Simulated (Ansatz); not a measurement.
Here is the system:

ZnInGaO4:
```cif
data_GaInO4Zn
_chemical_formula_sum 'Zn1 In1 Ga1 O4'
_space_group_name_H-M_alt 'P 1'
_space_group_IT_number 1
_cell_length_a 8.79783
_cell_length_b 8.79783
_cell_length_c 8.79783
_cell_angle_alpha 21.692
_cell_angle_beta 21.692
_cell_angle_gamma 21.692
loop_
_space_group_symop_operation_xyz
  'x, y, z'
loop_
_atom_site_label
_atom_site_type_symbol
_atom_site_fract_x
_atom_site_fract_y
_atom_site_fract_z
_atom_site_occupancy
Zn1 Zn 0.21873 0.21873 0.21873 1
In1 In 0.00307 0.00307 0.00307 1
Ga1 Ga 0.78710 0.78710 0.78710 1
O1 O 0.29520 0.29520 0.29520 1
O2 O 0.71138 0.71138 0.71138 1
O3 O 0.12104 0.12104 0.12104 1
O4 O 0.86348 0.86348 0.86348 1
```

This is the r²SCAN-relaxed structure.

### Question
All from plane-wave PAW r²SCAN (Ansatz code), unless another level is named. Predict the band gap.

### Answer
1.77 eV (direct).

### Question
Give the HSE06 gap on the r²SCAN cell.

### Answer
3.01 eV.

### Question
What about the gap with spin–orbit coupling?

### Answer
1.75 eV.

Space group R3m. The cell was relaxed with r²SCAN under the symmetry of its start. Scalar-relativistic: spin–orbit coupling is off unless named, which matters more the heavier the elements.

Potentials: the earlier of the program's two PAW sets. The files were generated under PBE; for other functionals the program regenerates the frozen cores, and for LDA and PBEsol the local potential too.
